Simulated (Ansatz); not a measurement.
One crystal and one scan (frozen-phonon scan) at two levels, PBE (plane waves to 420 eV, PAW, scalar-relativistic; Ansatz, a program for electronic structure) and r2SCAN (plane waves to 500 eV, PAW, scalar-relativistic; Ansatz), each from its own relaxed cell and on its own mesh.

The crystal is Cu (fcc, Cu type); a phonon pattern at L = (0.5, 0.0, 0.0) is frozen into a 2-atom cell, Q being the largest atomic displacement.

Cu is run without spin polarisation. Cu was relaxed with its symmetry unable to fall. The PAW data are Ansatz's earlier set. With partly filled bands, energies and forces of such displacements shift with the k mesh and the smearing.

```
quantity                                                                                  run 1  run 2
----------------------------------------------------------------------------------------  -----  -----
Lattice constant a (Å)                                                                    3.579  3.629
Harmonic wavenumber from the curvature (finite differences) (cm⁻¹ (negative: imaginary))    118    113
```

**Question.** Which run is which level?

**Answer.** Run 2 is PBE, run 1 is r2SCAN. PBE gives the higher value for: lattice constant a. PBE gives the lower value for: harmonic wavenumber from the curvature. Both give the same shape of the curve: a single well with its minimum at or next to zero displacement.

(A displaced cell: forces are minus the slopes of the energy, force constants its curvatures, and phonons follow from these.)
